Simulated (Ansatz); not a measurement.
PmTe (rocksalt structure)

Computed with Ansatz (plane waves, PAW, 600 eV cutoff): PBEsol, scalar-relativistic, collinear spin, Γ-centred 8×8×8 mesh, 0.05 eV Gaussian smearing; PAW files: Ansatz's generated set soft_2.

```
Pm Te
1.0
     0.00000    3.17105    3.17105
     3.17105    0.00000    3.17105
     3.17105    3.17105    0.00000
Pm Te
1 1
Direct
  0.50000 0.50000 0.50000
  0.00000 0.00000 0.00000
```

The cell was built from a prototype; rock salt is the usual structure of such lanthanide and actinide compounds.

Magnetic state: ferromagnetic, site spin moments Pm 4.61 μB.

The cell is relaxed to zero pressure at this level.

Path: Γ–X–U | K–Γ–L–W–X, with Γ = (0.000, 0.000, 0.000), X = (0.500, 0.000, 0.500), U = (0.625, 0.250, 0.625), K = (0.375, 0.375, 0.750), L = (0.500, 0.500, 0.500), W = (0.500, 0.250, 0.750) in reciprocal vectors of the calculation's cell.

Question: Is it a metal or an insulator, and if it has a gap, where are the band edges on this path?

Answer: A metal: bands cross the Fermi level.

Bands as a text map, energy in eV from the Fermi level (dashes), each leg drawn with the same width, + spin up, o spin down, # both:
```
  5.57 |   +            o# o          ++++o +     o     
  5.14 |     o       ooo#  +        o+   ++#      +o    
  4.71 |     +ooooooo ++ +oo        o     +oo       oooo
  4.29 |  o  o#oooo###oo+ ++o      o+o    o+ooooooo##ooo
  3.86 |  + o  ++++ oo##oo  +     o+ +ooooo###    ooo+++
  3.43 |ooooo#######++++ ooo#oooooo#ooooo##oo###########
  3.00 |oooo#ooooo#######ooooooooo#ooo#o#o####ooooo##ooo
  2.57 |oooo########ooooo###o#oooo#ooo####oooo##########
  2.14 |o#o#o#++++   oooo###o#ooo#o o++  +#o     #o  +++
  1.71 |#o#++            ####o###+ o+#oooo#######       
  1.29 |+#+                ####++oo##           #       
  0.86 |o#              #   +#ooo##              #+     
  0.43 |++#+++++++   ###     +++++                o+++++
  0.00 |-++#+++++++##+++++++++---++++++++++++++++++#++++
 -0.43 |++++##+++##+++++++++++++++++++++++++++++++++##++
 -0.86 |    ++ooo +++++                            ++ oo
 -1.29 |      ++++                                   +++
 -1.71 |oo                    ooo                       
 -2.14 |+##oo               o#+++#                      
 -2.57 | + ++#######o      o##   +#o                o###
 -3.00 |  o      ++o+####o##++    o+#o     ooo   o###   
 -3.43 |  +    oooo##oooo#+ #     +  +##############oooo
 -3.86 |   #oo#+++++++###          #         o#+++++++++
 -4.29 |    ++          +oo#        o      o#+          
 -4.71 |                 ++         +o   oo+            
 -5.14 |                             +###++             
 -5.57 |                                                
 -6.00 |                                                
        Γ      X      UK       Γ       L       W       X
```

Without a U the open 4f shell is pinned at the Fermi level, an artefact: in the real crystal it splits into occupied and empty levels away from it, and its large orbital moment is missing here. These numbers lack spin–orbit coupling. Site moments are of spin, integrated over atomic spheres. The run holds 0.7 f electrons more on Pm than the trivalent ion has, so it is between trivalent and divalent here. In such compounds it is trivalent as a rule, so this state is likely an artefact, and the extra f charge swells the ion. Only parallel moments were tried, so the real magnetic order may be another.

The state of the open shells isn't shown to be the lowest, and forces and pressures are less sure for it.
